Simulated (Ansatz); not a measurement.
The relaxed structure here is a generated cell of TiC: the first start was made by a random draw of sites in a space group, and the end was not matched to a known phase here, so it may be hypothetical. Known forms of TiC include space group No. 225.

One starting cell of TiC (a randomly generated symmetric cell of TiC (space group No. 166)) was relaxed twice with Ansatz (plane waves, PAW, scalar-relativistic): with PBEsol at 420 eV and with PBE at 420 eV. The PBEsol result:

```
TiC
1.0
    0.00000     3.43673     3.43673
    3.43673     0.00000     3.43673
    3.43673     3.43673     0.00000
C Ti
4 4
Cartesian
  0.85918   0.85918   0.85918
  2.57755   0.85918   2.57755
  2.57755   2.57755   0.85918
  0.85918   2.57755   2.57755
  4.29591   4.29591   4.29591
  2.57755   4.29591   2.57755
  2.57755   2.57755   4.29591
  4.29591   2.57755   2.57755
```

| quantity | PBEsol | PBE |
|---|---|---|
| space group | Fd-3m | Fd-3m |
| volume (Å³/atom) | 10.15 | 10.59 |
| a (Å) | 6.873 | 6.972 |
| gap (eV, no spin-orbit coupling) | 0.00 | 0.00 |

Both levels end in the same structure; PBE's volume is 4.4 % larger. Neither column is exact.

No spin polarisation in the result.

The run could not lose the symmetry of its start: the end is stationary, and may be a saddle point rather than a minimum.

All atoms sit on sites fixed by symmetry, so only the cell could relax.

Ansatz is a program for electronic structure.
